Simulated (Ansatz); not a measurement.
Here is an unrelaxed guess for Dy3Hf.

```cif
data_structure
_symmetry_space_group_name_H-M 'P 1'
_symmetry_Int_Tables_number 1
_cell_length_a 4.9444
_cell_length_b 4.9444
_cell_length_c 4.9444
_cell_angle_alpha 90.000
_cell_angle_beta 90.000
_cell_angle_gamma 90.000
_cell_volume 120.87
loop_
_atom_site_label
_atom_site_type_symbol
_atom_site_fract_x
_atom_site_fract_y
_atom_site_fract_z
_atom_site_occupancy
Dy1 Dy 0.00000 0.50000 0.50000 1
Dy2 Dy 0.50000 0.50000 0.00000 1
Dy3 Dy 0.50000 0.00000 0.50000 1
Hf1 Hf 0.00000 0.00000 0.00000 1
```

Level of theory: Ansatz 0.2.0, DFT PBE, scalar-relativistic, plane waves, PAW, and for the lanthanide a 4f-in-core norm-conserving potential. Cutoff 630 eV; k points 4×4×4 on the computed 4-atom cell (Γ-centred); Gaussian smearing, width 0.10 eV; no spin polarisation.

Energies over the elements count from the elements' standard structures at the same level, with no fitted energy shifts.

Q: Estimate its pressure, forces and energy as it stands.

A: The pressure is -3.6 GPa (it wants to contract), the largest force is 0.00 eV/Å (symmetry fixes the atoms), and the energy is +0.15 eV/atom against the elements. The shortest distance is 3.50 Å.

Q: How much does it gain on relaxing, and where does it end?

A: Relaxing gains under 0.1 eV/atom (the start's value is from the coarse mesh, so the gain is rough) in 9 ionic steps and ends at +0.12 eV/atom on the finer mesh. The symmetry stays Pm-3m (No. 221). The end has the Cu3Au (L1_2) type. The volume per atom shrinks by 7.2 %, from 30.2 to 28.0 Å³. The shortest distance goes from 3.50 Å (Dy–Hf and Dy–Dy) to 3.41 Å (Dy–Hf and Dy–Dy). Conventional cell: a = 4.823 Å. Around Dy lie 4 Hf at 3.41 Å and 8 Dy at 3.41 Å; around Hf lie 12 Dy at 3.41 Å.

The last run used a 10×10×10 mesh for its 4-atom cell and Gaussian smearing of 0.10 eV. These runs have no spin–orbit coupling, which can matter for Hf. The relaxation can't lower the symmetry of the start. A structure relaxed within its symmetry needn't be a true minimum. Another cell of Dy3Hf relaxed alike, in P6_3/mmc, lies 26 meV/atom lower, so this cell isn't the stable form at this level.

The lanthanide is trivalent by construction, without f bands, f moments or other valences. The reference runs of the other elements, and any phases without the lanthanide, used 420 eV, which shifts energies against them by under 10 meV/atom. The lanthanide's reference is the lowest of its hcp, dhcp and fcc cells.
